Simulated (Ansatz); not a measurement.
The slice is one period of a {211} plane through atoms; its size isn't given.

These are r2SCAN (plane waves to 500 eV, PAW, scalar-relativistic; Ansatz, a program for electronic structure) values and carry that method's errors. These are valence fields of a PAW run, semicore shells included where kept as valence: close to a nucleus they are smooth pseudo fields.

```
|@@%%++::          ::++%%|
|**++--..          ..--++|
|::::..              ..::|
|                        |
|                        |
|                        |
|                        |
|                        |
|                        |
|                        |
|                        |
|                        |
|                        |
|                        |
|                        |
|                        |
|::::..              ..::|
|**++--..          ..--++|
|@@%%++::          ::++%%|
|@@@@**::          ::**@@|
```
Scale: ten equal steps from -1.53 (start of ' ') to 1.39 (end of '@'), in the order ' .:-=+*#%@'. Values: log₁₀ of the valence density in e/Å³. The map has 12 points along u (two characters each, u = 0 at the left) and 20 along v (v = 0 in the bottom row). The scale is logarithmic, as a density can span decades between atoms and voids.

```
|xxxx991100337733001199xx|
|999944000055885500004499|
|221100002277997722000011|
|000000226699999966220000|
|222244779999999999774422|
|888888999999999999998888|
|999999999999999999999999|
|999999888888888888889999|
|999988887777777777888899|
|999988777777777777778899|
|999988887777777777888899|
|999999888888888888889999|
|999999999999999999999999|
|888888999999999999998888|
|222244779999999999774422|
|000000226699999966220000|
|221100002277997722000011|
|999944000055885500004499|
|xxxx991100337733001199xx|
|xxxx992200227722002299xx|
```
Scale: ten equal steps from 0.02 (start of '0') to 0.58 (end of '9'), in the order '0123456789'. Values: electron localisation function (ELF). The map has 12 points along u (two characters each, u = 0 at the left) and 20 along v (v = 0 in the bottom row). Points within 0.5 Å of a nucleus are blanked (x), as the pseudised field means little there.

Problem. Which relaxed crystal do these maps come from?
A. V (bcc, W type)
B. Na (bcc, W type)
C. Li (bcc, W type)
D. Rb (bcc, W type)

Solution. B, Na (bcc, W type). Atoms on the slice: Na at (0.00, 0.00)

All were relaxed with their symmetry unable to fall. The PAW data are Ansatz's earlier set. The relaxed volume of Rb is well above the measured one; the method has no dispersion term. V is run without spin polarisation.
